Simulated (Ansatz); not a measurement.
**Question.** Each is relaxed and computed with PBEsol in the plane-wave PAW code Ansatz. Which is the only metal?
A) SbPd, NiAs type
B) Sr2GaSbO6, Fm-3m (Sr on 8c, Ga on 4a, Sb on 4b, O on 24e)
C) PdSeO4, C2/c (Pd on 4c, Se on 4e, O on 8f, O on 8f)
D) Na2PdC2, P-3m1 (Na on 2d, Pd on 1a, C on 2c)

**Answer.** A, SbPd, NiAs type. SbPd: metal; PdSeO4: gap 1.33 eV (indirect); Sr2GaSbO6: gap 1.12 eV (direct); Na2PdC2: gap 0.72 eV (indirect). Standing as an ambient phase not checked: SbPd, NiAs type; PdSeO4, C2/c (Pd on 4c, Se on 4e, O on 8f, O on 8f); Sr2GaSbO6, Fm-3m (Sr on 8c, Ga on 4a, Sb on 4b, O on 24e); Na2PdC2, P-3m1 (Na on 2d, Pd on 1a, C on 2c). All cells were relaxed under the symmetry of their starts (and spin orders); stability against distortions was not tested throughout. Rows with no word on spin ran without spin polarisation. Spin–orbit coupling is left out wherever it is not named.

Potentials: the later of the program's two PAW sets.
